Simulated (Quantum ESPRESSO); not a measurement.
# Al7GaN8: input and log of a self-consistent run

Simulated, not a measurement. The program is pw.x of Quantum ESPRESSO 7.5 (plane-wave density functional theory). The cell is made up: 16 atoms on a doubled wurtzite lattice, with randomly drawn elements, strain and displacements, not relaxed. PseudoDojo standard norm-conserving files (v0.5 for PBE, v0.4.1 for LDA and PBEsol) set the functional; there is no spin polarisation, spin-orbit coupling or dispersion term, and the masses in the input are unused placeholders.

Input:

```
&control calculation='scf', pseudo_dir='./dojo.nc.sr.pbe.v0_5.standard.upf', outdir='./o', disk_io='low', tprnfor=.true., tstress=.true. /
&system ibrav=0, nat=16, ntyp=3, nbnd=43, ecutwfc=84.00895049, nosym=.true., tot_charge=0,
 occupations='smearing', smearing='fd', degauss=0.0018374661
/
&electrons conv_thr=7.350e-09, electron_maxstep=60, /
ATOMIC_SPECIES
Al 1.0 Al.upf
Ga 1.0 Ga.upf
N 1.0 N.upf
CELL_PARAMETERS angstrom
3.0658 0.0 0.0
0.0 5.3101 0.0
0.0 0.0 10.0129
ATOMIC_POSITIONS angstrom
Al 0.097 0.2126 -0.023
Al 1.617 2.6255 0.043
Al 1.4945 1.019 2.5276
Al -0.0607 3.4549 2.677
Al -0.0315 -0.0687 4.9276
Al 1.4533 2.4967 4.9907
Ga 1.5111 0.9218 7.5571
Al 0.1046 3.5081 7.5003
N 0.0214 0.017 1.8591
N 1.5614 2.6417 1.7768
N 1.5661 1.0163 4.3482
N 0.105 3.4789 4.2868
N -0.0201 -0.1607 6.9265
N 1.6384 2.7659 6.918
N 1.5738 0.8552 9.3295
N 0.0296 3.6529 9.43
K_POINTS automatic
7 4 2 1 1 1
```

The log is shortened where brackets say so; the opening notice, blank lines, dates and the lines on written files are dropped, and the path of the files is cut. It prints rydbergs, bohrs and kilobars, and counts compression as positive stress. With no partly filled state, the Fermi energy that it prints is only some level between the filled and the empty states on the mesh, and need not lie in the true gap.

```
     Program PWSCF v.7.5
     Parallel version (MPI & OpenMP), running on       4 processor cores
     Number of MPI processes:                 4
     Threads/MPI process:                     1
     [start-up lines left out]
     bravais-lattice index     =            0
     lattice parameter (alat)  =       5.7935  a.u.
     unit-cell volume          =    1100.0261 (a.u.)^3
     number of atoms/cell      =           16
     number of atomic types    =            3
     number of electrons       =        74.00
     number of Kohn-Sham states=           43
     kinetic-energy cutoff     =      84.0090  Ry
     charge density cutoff     =     336.0358  Ry
     scf convergence threshold =      7.3E-09
     mixing beta               =       0.7000
     number of iterations used =            8  plain     mixing
     Exchange-correlation= PBE
                           (   1   4   3   4   0   0   0)
     [axes and pseudopotential details left out]
   Cartesian axes
     site n.     atom                  positions (alat units)
         1        Al     tau(   1) = (   0.0316394   0.0693457  -0.0075021  )
         2        Al     tau(   2) = (   0.5274317   0.8563833   0.0140257  )
         3        Al     tau(   3) = (   0.4874747   0.3323765   0.8244504  )
         4        Al     tau(   4) = (  -0.0197991   1.1269163   0.8731816  )
         5        Al     tau(   5) = (  -0.0102746  -0.0224085   1.6072803  )
         6        Al     tau(   6) = (   0.4740361   0.8143715   1.6278622  )
         7        Ga     tau(   7) = (   0.4928893   0.3006719   2.4649684  )
         8        Al     tau(   8) = (   0.0341183   1.1442690   2.4464414  )
         9        N      tau(   9) = (   0.0069802   0.0055450   0.6063996  )
        10        N      tau(  10) = (   0.5092961   0.8616674   0.5795551  )
        11        N      tau(  11) = (   0.5108291   0.3314959   1.4182921  )
        12        N      tau(  12) = (   0.0342488   1.1347446   1.3982647  )
        13        N      tau(  13) = (  -0.0065562  -0.0524170   2.2592798  )
        14        N      tau(  14) = (   0.5344119   0.9021789   2.2565073  )
        15        N      tau(  15) = (   0.5133407   0.2789484   3.0430883  )
        16        N      tau(  16) = (   0.0096549   1.1914998   3.0758693  )
     number of k points=    28  Fermi-Dirac smearing, width (Ry)=  0.0018
                       cart. coord. in units 2pi/alat
        k(    1) = (   0.0714286   0.0721691   0.0765463), wk =   0.0714286
        k(    2) = (   0.0714286   0.0721691  -0.0765463), wk =   0.0714286
     [further k points left out]
     Dense  grid:   114293 G-vectors     FFT dimensions: (  36,  60, 120)
     Estimated max dynamical RAM per process >     235.20 MB
     Estimated total dynamical RAM >     857.08 MB
     Initial potential from superposition of free atoms
     starting charge      73.9801, renormalised to      74.0000
     Starting wfcs are   69 randomized atomic wfcs
     total cpu time spent up to now is        3.9 secs
     per-process dynamical memory:   178.0 Mb
     Self-consistent Calculation
     iteration #  1     ecut=    84.01 Ry     beta= 0.70
     Davidson diagonalization with overlap
     ethr =  1.00E-02,  avg # of iterations =  3.0
     total cpu time spent up to now is        9.7 secs
     total energy              =    -350.32463946 Ry
     estimated scf accuracy    <       5.19606957 Ry
     iteration #  2     ecut=    84.01 Ry     beta= 0.70
     Davidson diagonalization with overlap
     ethr =  7.02E-03,  avg # of iterations =  2.1
     total cpu time spent up to now is       15.0 secs
     total energy              =    -351.70893615 Ry
     estimated scf accuracy    <       4.16533032 Ry
     iteration #  3     ecut=    84.01 Ry     beta= 0.70
     Davidson diagonalization with overlap
     ethr =  5.63E-03,  avg # of iterations =  2.0
     total cpu time spent up to now is       19.7 secs
     total energy              =    -352.43348317 Ry
     estimated scf accuracy    <       0.45411262 Ry
     iteration #  4     ecut=    84.01 Ry     beta= 0.70
     Davidson diagonalization with overlap
     ethr =  6.14E-04,  avg # of iterations =  2.6
     total cpu time spent up to now is       24.7 secs
     total energy              =    -352.52581139 Ry
     estimated scf accuracy    <       0.01759671 Ry
     iteration #  5     ecut=    84.01 Ry     beta= 0.70
     Davidson diagonalization with overlap
     ethr =  2.38E-05,  avg # of iterations =  7.9
     total cpu time spent up to now is       32.3 secs
     total energy              =    -352.53411604 Ry
     estimated scf accuracy    <       0.01595665 Ry
     [iterations 6 to 10 left out]
     iteration # 11     ecut=    84.01 Ry     beta= 0.70
     Davidson diagonalization with overlap
     ethr =  1.41E-08,  avg # of iterations =  2.0
     total cpu time spent up to now is       61.1 secs
     total energy              =    -352.53521508 Ry
     estimated scf accuracy    <       0.00000072 Ry
     iteration # 12     ecut=    84.01 Ry     beta= 0.70
     Davidson diagonalization with overlap
     ethr =  9.69E-10,  avg # of iterations =  3.2
     total cpu time spent up to now is       66.5 secs
     total energy              =    -352.53521539 Ry
     estimated scf accuracy    <       0.00000017 Ry
     iteration # 13     ecut=    84.01 Ry     beta= 0.70
     Davidson diagonalization with overlap
     ethr =  2.27E-10,  avg # of iterations =  2.4
     total cpu time spent up to now is       71.3 secs
     total energy              =    -352.53521542 Ry
     estimated scf accuracy    <       0.00000004 Ry
     iteration # 14     ecut=    84.01 Ry     beta= 0.70
     Davidson diagonalization with overlap
     ethr =  5.40E-11,  avg # of iterations =  2.0
     total cpu time spent up to now is       75.4 secs
     total energy              =    -352.53521542 Ry
     estimated scf accuracy    <       0.00000002 Ry
     iteration # 15     ecut=    84.01 Ry     beta= 0.70
     Davidson diagonalization with overlap
     ethr =  2.72E-11,  avg # of iterations =  2.0
     total cpu time spent up to now is       79.7 secs
     End of self-consistent calculation
          k = 0.0714 0.0722 0.0765 ( 14337 PWs)   bands (ev):
    -7.7954  -7.2517  -6.5947  -6.1678  -5.8667  -5.8358  -4.9484  -4.9317
    -4.8675  -4.5023  -4.2547  -4.1508  -3.7187   1.5465   1.6995   2.1365
     2.8485   3.4161   3.6977   4.4648   5.1533   5.2739   5.5402   5.8917
     5.9944   6.2288   6.3969   6.5001   6.7944   7.0085   7.3370   7.6075
     7.8999   7.9748   8.0915   8.3794   8.6702  12.3360  12.8136  13.1786
    13.4615  13.9595  14.3554
     [levels at the other k points left out]
     the Fermi energy is     9.4643 ev
!    total energy              =    -352.53521541 Ry
     estimated scf accuracy    <          4.3E-09 Ry
     smearing contrib. (-TS)   =      -0.00000000 Ry
     internal energy E=F+TS    =    -352.53521541 Ry
     The total energy is F=E-TS. E is the sum of the following terms:
     one-electron contribution =    -127.69831542 Ry
     hartree contribution      =     117.73090956 Ry
     xc contribution           =    -108.08491203 Ry
     ewald contribution        =    -234.48289753 Ry
     convergence has been achieved in  15 iterations
     Forces acting on atoms (cartesian axes, Ry/au):
     atom    1 type  1   force =    -0.06702748   -0.17492039    0.05472068
     atom    2 type  1   force =    -0.01915072    0.11303437   -0.12105333
     atom    3 type  1   force =     0.02362967   -0.12257560   -0.08499766
     atom    4 type  1   force =     0.01627637    0.06687380   -0.37564759
     atom    5 type  1   force =     0.02172840    0.02273710    0.04832560
     atom    6 type  1   force =     0.05533878    0.25303094    0.14031637
     atom    7 type  2   force =     0.00958351   -0.04326156   -0.11878146
     atom    8 type  1   force =    -0.00836690   -0.00152829    0.10918547
     atom    9 type  3   force =    -0.01967423    0.01903509    0.07374246
     atom   10 type  3   force =    -0.02539279    0.03869891    0.16014869
     atom   11 type  3   force =    -0.00491223   -0.28035645   -0.02411782
     atom   12 type  3   force =    -0.04610781    0.02291198    0.25408255
     atom   13 type  3   force =     0.00549414    0.14751154   -0.11111437
     atom   14 type  3   force =    -0.02379968   -0.09533366   -0.08792097
     atom   15 type  3   force =     0.05573507    0.09702979    0.09703285
     atom   16 type  3   force =     0.02664591   -0.06288754   -0.01392147
     Total force =     0.781928     Total SCF correction =     0.000124
     Computing stress (Cartesian axis) and pressure
          total   stress  (Ry/bohr**3)                   (kbar)     P=      190.95
   0.00086318  -0.00002965   0.00008977          126.98       -4.36       13.21
  -0.00002965   0.00139095   0.00009493           -4.36      204.62       13.96
   0.00008977   0.00009493   0.00164003           13.21       13.96      241.26
     init_run     :      3.69s CPU      3.85s WALL (       1 calls)
     electrons    :     74.88s CPU     75.79s WALL (       1 calls)
     forces       :      1.21s CPU      1.24s WALL (       1 calls)
     stress       :      3.54s CPU      3.64s WALL (       1 calls)
     [timing details left out]
     PWSCF        :   1m23.40s CPU   1m24.66s WALL
     JOB DONE.
```

In other units: free energy -4796.486 eV for the cell, pressure 19.09 GPa, largest force component 9.658 eV/Å. A rerun of this cell at a cutoff of 1437 eV and k mesh 9 x 6 x 4 moved values by no more than 0.005 eV in energy, 0.04 GPa in stress and 0.002 eV/Å in force.